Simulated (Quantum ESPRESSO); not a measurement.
```cif
data_GaSb
_chemical_formula_sum 'Ga1 Sb1'
_space_group_name_H-M_alt 'P 1'
_space_group_IT_number 1
_cell_length_a 4.32324
_cell_length_b 4.32324
_cell_length_c 4.32324
_cell_angle_alpha 60.000
_cell_angle_beta 60.000
_cell_angle_gamma 60.000
loop_
_space_group_symop_operation_xyz
  'x, y, z'
loop_
_atom_site_label
_atom_site_type_symbol
_atom_site_fract_x
_atom_site_fract_y
_atom_site_fract_z
_atom_site_occupancy
Ga1 Ga 0.00000 0.00000 0.00000 1
Sb1 Sb 0.25000 0.25000 0.25000 1
```

Cell and atoms were relaxed with PBEsol from Materials Project entry mp-1156, within its symmetry.

What does norm-conserving PBEsol (Quantum ESPRESSO, 80 Ry, with spin-orbit coupling) give for the electronic structure near the Fermi level?

At this level the gap is closed or nearly so: along the path the highest valence and lowest conduction bands touch, or overlap by less than 0.6 eV, a zero-gap or semimetallic result; the valence top lies at Γ, the conduction bottom at Γ. Semilocal functionals close the gaps of some narrow-gap semiconductors, so this alone doesn't show that the compound has none.
